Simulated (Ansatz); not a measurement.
**Computed properties of Cs2VHO4**

Cs2VHO4:
```
Cs2VHO4
1.0
    2.67728    -6.72301     0.00000
    2.67728     6.72301     0.00000
    0.00000     0.00000     8.71153
Cs V H O
4 2 2 8
Cartesian
  2.67728  -1.80713   0.52769
  2.67728   1.80713   4.88345
  2.67728   5.99187   3.37013
  2.67728  -5.99187   7.72590
  2.67728  -2.27605   5.44018
  2.67728   2.27605   1.08441
  2.67728   4.97807   6.19703
  2.67728  -4.97807   1.84127
  2.67728   1.77562   8.19959
  2.67728  -1.77562   3.84383
  4.14318  -1.65199   6.19606
  1.21138   1.65199   1.84030
  1.21138  -1.65199   6.19606
  4.14318   1.65199   1.84030
  2.67728   3.95035   1.14996
  2.67728  -3.95035   5.50572
```

Space group Cmc2_1 (No. 36); conventional cell a = 5.355 Å, b = 13.446 Å, c = 8.712 Å, α = 90.00°, β = 90.00°, γ = 90.00°.

Method: r²SCAN (plane waves, PAW; program Ansatz). Geometry: relaxed at this level of theory. Other levels are named where they apply.

### Cell and energy

| Item | Result |
|---|---|
| Volume per atom | 19.60 Å³ |
| Density | 4.04 g/cm³ |
| Formation energy from the elements (no fitted shifts) | -2.11 eV/atom |

### Electronic structure

| Property | Result |
|---|---|
| Band gap | 4.09 eV (smallest direct gap 4.11 eV) |
| Valence-band maximum | at Y (k = 0.500, 0.500, 0.000 in fractions of the reciprocal vectors) |
| Conduction-band minimum | at Γ |
| Electron effective mass | 1.9, 9.2, 9.2 mₑ (principal values) |
| Hole effective mass | 1.8, 4.6, 5.7 mₑ (principal values) |

### Charges

| Property | Result |
|---|---|
| Bader charges | Cs +0.87 to +0.88, V +2.23, H +0.64, O -1.22 to -1.08 e |

The workflow started from a Materials Project entry (that database holds measured and hypothetical structures alike); the Crystallography Open Database copy checked does not list it. Its standing as an ambient phase is unchecked. The r²SCAN relaxation kept the symmetry of its start; whether a distortion lowers the energy is not shown. The run is not spin-polarised. No Hubbard U is applied. The references are the lowest solids computed at this level, not always the standard phases (solids in place of the gases). Scalar-relativistic: spin–orbit coupling is off unless named, which matters more the heavier the elements.

Potentials: the later of the program's two PAW sets.
